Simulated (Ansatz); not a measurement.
# Notes on BaLi$_{2}$Mg$_{2}$Si$_{2}$

```
Ba Mg Li Si
1.0
     2.27840    3.94631    0.00000
    -2.27840    3.94631    0.00000
    -2.27840    1.31543    8.64380
Ba Mg Li Si
1 2 2 2
Direct
  0.00000 0.00000 0.00000
  0.86439 0.27122 0.59317
  0.13561 0.72878 0.40683
  0.42941 0.14118 0.28823
  0.57059 0.85882 0.71177
  0.75790 0.48420 0.27370
  0.24210 0.51580 0.72630
```

The numbers come from plane-wave PAW DFT (Ansatz): PBEsol, no spin polarisation, 420 eV, 7×7×7 Γ-centred k points, methfessel-paxton occupations (width 0.0684 eV). Nothing was relaxed.

Task: Metal or insulator?

Result: It is a metal, with about 0.73 states/eV a cell as the mean within 0.25 eV of the Fermi level.

Task: Is it stable against the elements?

Result: -0.33 eV an atom against the elements' usual phases (free molecules for gases, crystals otherwise, with no correction for O₂ or N₂), so it is bound against them; other compounds may still compete. Relaxing would lower it.

Task: Which atom feels the largest force, and which way?

Result: The largest is on Si7 (and as large on other atoms): 0.10 eV/Å, components (0.00, 0.00, 0.10). It makes 93° with the line to a nearest neighbour, Li5 at 2.63 Å.

Task: Is the cell too large or too small?

Result: The pressure is -0.5 GPa (compression positive), so with the atoms held at these fractions the cell is close to zero pressure.

Origin: a database entry at a rescaled volume.
